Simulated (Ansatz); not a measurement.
Ansatz input

```yaml
crystal:
  lattice:
    - [2.6342345003, 0.0, 0.0]
    - [0.0, 2.6342345003, 0.0]
    - [0.0, 0.0, 2.6342345003]
  atoms:
    - { symbol: Nb, position: [0.0, 0.0, 0.0], spin: 1.0 }
hamiltonian:
  xc: r2scan
  pseudopotentials:
    kind: paw
    azcp:
      Nb: "pseudopotentials/Nb.paw.azcp"
basis:
  ecutwfc: 500
  fft_grid_basis: typed
kpoints:
  mp_grid: { grid: [19, 19, 19], shift: [0, 0, 0] }
magnetization:
  spin_polarized: true
scf:
  occupations: { method: fermi_dirac, width: 0.05 }
output:
  stress: true
```

and its output:

```
Engine: ansatz 0.2.0, x86_64-unknown-linux-gnu
Pseudopotentials: kind: paw
Pseudopotential: Nb, paw, valence charge 13, recommended cutoff 500 eV (meta_gga) 
Functional definition: r2SCAN
  parameter k0 = 0.174
  parameter k1 = 0.065
  parameter a1 = 4.9479
  exchange = r2scan_x(k0 = k0, k1 = k1, a1 = a1)
  correlation = r2scan_c
Crystal: 1 atoms, lattice volume = 18.279 Å³
Basis set: ecut = 500 eV, 461 PW (Γ), exchange–correlation on 80×80×80 points (64 copies of the dense FFT grid, shifted against one another)
Bands: 11, of which v1, the nominal top of the filled ones, is band 7 counted from 1 (6 counted from 0)
Symmetry: 48 space group operations
Space group: Pm-3m (ITA 221), of the structure as read, at distance tolerance 2.6e-5 Å
Magnetic group: BNS 221.92 (UNI 1594), of the structure as read, at distance tolerance 2.6e-5 Å
k-points: 220 of 6859
Non-local potential: Nb, projectors of the file, l = 0: 3, l = 1: 2, l = 2: 2, l = 3: 1
PAW form: soft (Blöchl's): semilocal exchange-correlation on the pseudo side does not see the compensation charge
PAW frozen core: Nb, regenerated for the run's functional (the file was generated under x = pbe(κ = 0.804, μ = 0.2195149727645171), c = pbe(β = 0.06672455060314922))
PAW one-centre angular grid: Nb, 590 points (default); XC on 160 Gauss nodes
Initial density: superposition of atomic densities (chi_scale 0.1, normalization cell)
Starting moments: Σ|m| = 1 μB on 1 of 1 site
Initial wavefunctions: pseudopotential atomic-orbital guess
Functional: x = r2scan, c = r2scan; τ floored in thin density (d = 2e-4 eV/Å³)
SCF iter   1: F=—  HF=-4562.626540 eV  |F-HF|=—  |Δ(HF+E_count)|=         —  Δρ=4.46e-2 (↑4.46e-2 ↓2.53e-2)  dr2=7.72e-1  dr2_τ=8.68e-3  dr2_m=4.79e-2  M=0.532 μB ∫|m|=0.532 μB  β_m=0.64  ethr=3.10e-3  ⟨swp⟩=5.3  Hψ=28837  notcnv=0
Mixer restart at iter 1: flushing history
SCF iter   2: F=—  HF=-4562.498637 eV  |F-HF|=—  |Δ(HF+E_count)|=   1.28e-1  Δρ=3.00e-2 (↑3.00e-2 ↓2.06e-2)  dr2=4.12e-1  dr2_τ=2.60e-3  dr2_m=1.30e-2  M=0.445 μB ∫|m|=0.445 μB  β_m=0.30  ethr=3.10e-3  ⟨swp⟩=1.9  Hψ=9839  notcnv=0  defer=26  κ⁻¹=1.0e0(r=1)
SCF iter   3: F=—  HF=-4562.488686 eV  |F-HF|=—  |Δ(HF+E_count)|=   9.95e-3  Δρ=1.01e-2 (↑6.47e-3 ↓1.01e-2)  dr2=2.39e-2  dr2_τ=5.15e-4  dr2_m=1.83e-3  M=0.199 μB ∫|m|=0.208 μB  β_m=0.37  ethr=3.10e-3  ⟨swp⟩=2.5  Hψ=8921  notcnv=0  defer=63  κ⁻¹=3.9e-2(r=2)
SCF iter   4: F=—  HF=-4562.556578 eV  |F-HF|=—  |Δ(HF+E_count)|=         —  Δρ=5.98e-3 (↑4.20e-3 ↓5.98e-3)  dr2=4.48e-3  dr2_τ=4.97e-4  dr2_m=1.76e-3  M=0.035 μB ∫|m|=0.052 μB  β_m=0.45  ethr=1.84e-4  ⟨swp⟩=2.6  Hψ=10076  notcnv=0  defer=70
...
SCF iter  13: F=—  HF=-4562.556763 eV  |F-HF|=—  |Δ(HF+E_count)|=   4.30e-9  Δρ=1.04e-6 (↑1.04e-6 ↓8.96e-7)  dr2=3.06e-11  dr2_τ=2.12e-11  dr2_m=1.49e-10  M=0.000 μB ∫|m|=0.000 μB  β_m=1.00  ethr=1.00e-12  ⟨swp⟩=1.0  Hψ=14261  notcnv=0  κ⁻¹=3.2e-9(r=8)
SCF iter  14: F=—  HF=-4562.556763 eV  |F-HF|=—  |Δ(HF+E_count)|=  4.94e-10  Δρ=5.15e-7 (↑5.15e-7 ↓3.92e-7)  dr2=1.46e-11  dr2_τ=4.53e-12  dr2_m=3.08e-11  M=0.000 μB ∫|m|=0.000 μB  β_m=1.00  ethr=1.00e-12  ⟨swp⟩=2.0  Hψ=9488  notcnv=0  κ⁻¹=5.1e-9(r=8)
SCF iter  15: F=-4562.556763 eV  HF=-4562.556763 eV  |F-HF|=2.91e-11  |Δ(HF+E_count)|=  1.25e-10  Δρ=2.49e-7 (↑2.19e-7 ↓2.49e-7)  dr2=8.46e-13  dr2_τ=1.33e-12  dr2_m=8.75e-12  M=-0.000 μB ∫|m|=0.000 μB  ethr=1.00e-12  ⟨swp⟩=2.0  Hψ=9504  notcnv=0
SCF 1 converged in 15 iterations: F = -4562.556763 eV  dr2 = 8.46e-13
WARN: the starting moments were not kept: the SCF closed with an absolute magnetisation of 3.3e-6 μB, where they sum to 1 μB in size (1 site). That is at most 0.1 of that sum. Measured as dr2_m measures the in/out step, that magnetisation stands 3.3e-12 eV from none, at or under the dr2_threshold of 1.0e-7 eV: it is no larger than a step whose dr2_m would equal this threshold. The system may hold no moment; this SCF shows only that its start led to no more than that. To try another start: raise the starting moments (crystal.atoms[].spin, magnetization.per_species, magnetization.initial_magnetization, or on a non-collinear deck that types none of these the spinor_matrix: blocks that start its atoms; where the total moment is fixed, keep their sum and leave initial_magnetization as it is; typed ones take the place of any that the run laid by itself, positive ones on a crystal's lanthanoids without a Hubbard term where scf.initial_density.shell_occupations: [] is typed) or, if the notice of its spin-set hold's release reads "site moments contracting" or "site moments show no strong build", lengthen the hold (scf.mixing.spin_hold: { on: { confirm: 4 } }; for m-r²SCAN on two components see the key's manual first). Each may lead to a state that holds a moment. A second SCF, from the converged charge density, with the starting moments and any scf.initial_density.shell_occupations laid on it anew, would have followed, and was not run: the deck does not ask for one (magnetization.retry_lost_moments is false, the default). To let it run, set magnetization.retry_lost_moments: true and run the deck again, where that key's refused combinations let it; where memory then withholds it, that run's warning says so.
this state was not tested for a lower state beside it, because the mixer in use, unlike msr1, does not test its closes by its own steps (another_mixer; see scf.mixing.algorithm and scf.lower_state_search)
SCF converged after 15 iterations
Magnetization: -0.0000 μB (6.5000 up, 6.5000 down)
Absolute magnetization: 0.0000 μB (∫|ρ↑−ρ↓|, with the PAW one-centre terms)
Spin contamination: 0.0000 ħ² per cell (⟨S²⟩ above its minimum at these occupations)
Per-site moments (μB) at R_I (Å): [(-2.0362504020476166e-6, 1.08662173137375)]
Free energy (F): -4562.556763 eV
Harris-Foulkes:  -4562.556763 eV  (|F-HF|=2.91e-11)
Internal energy: -4562.547630 eV  (E = F + TS)
E sigma→0 (E₀):  -4562.552196 eV
Entropy (-TS):   -0.009133 eV (-9.133 meV/atom)
Fermi energy:    17.645569 eV
--- Per-component energies (eV) ---
  E_band       = -83.050122
  E_kinetic    = 397.480795
  E_local      = -749.548308  (includes V_loc(G=0)·N_el)
  E_nonlocal   = 122.016958
  E_hartree    = 239.550796
  E_xc         = -170.092289
  E_vxc        = -237.563645  (∫ρ·V_xc dr)
  E_paw        = -3091.197003  (= ΣΔE_a)
  E_vpaw       = -109.609771  (= ΣTr[D̂ρ^β])
  E_aug_tail   = 0.000005  (compensation charges beyond the density's cutoff)
  E_vtau       = 15.072234  (kinetic-family band-sum trace: ∫τ·v_τ [+ j·A + Jᵃ·Aᵃ] dr)
  E_ewald      = -1310.566153
  E_core_change = -0.192431  (= ΣΔE_core)
  E_smearing   = -0.009133  (= −TS)
  E_closure    = -0.000000  (closes the sum)
  Σ components = -4562.556763   (vs F -4562.556763, Δ=0.00e0)
--- Stress (GPa, compression-positive) ---
       12.682417       0.000000       0.000000
       -0.000000      12.682417       0.000000
        0.000000       0.000000      12.682417
  P = ⅓ Tr σ = 12.6824 GPa (126.824 kbar)
```
